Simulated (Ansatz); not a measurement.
Q: Each is relaxed and computed with DFT-PBE in the program Ansatz with PAW potentials. Which is the only one with a gap?
(A) SiC, P-6m2 (Si on 1a, C on 1f)
(B) SiCO4, I-4 (Si on 2a, C on 2c, O on 8g)
(C) Co2Si, P4/nmm (Co on 2a, Co on 2c, Si on 2c)
(D) SiC2, P4_2/mmc (Si on 2e, C on 4i)

A: B, SiCO4, I-4 (Si on 2a, C on 2c, O on 8g). SiCO4: gap 6.89 eV (indirect); SiC: metal; SiC2: metal; Co2Si: metal. Spin orders computed, not proven ground states: Co2Si, P4/nmm (Co on 2a, Co on 2c, Si on 2c) ferromagnetic. Constructed cells (a structure type filled with these elements, in neither database checked): SiC, P-6m2 (Si on 1a, C on 1f); Co2Si, P4/nmm (Co on 2a, Co on 2c, Si on 2c). Typed or built starts, not in the databases checked: SiCO4, I-4 (Si on 2a, C on 2c, O on 8g); SiC2, P4_2/mmc (Si on 2e, C on 4i). Not the usual ambient phase: SiC, P-6m2 (Si on 1a, C on 1f). All cells were relaxed under the symmetry of their starts (and spin orders); stability against distortions was not tested throughout.

Potentials: the later of the program's two PAW sets.
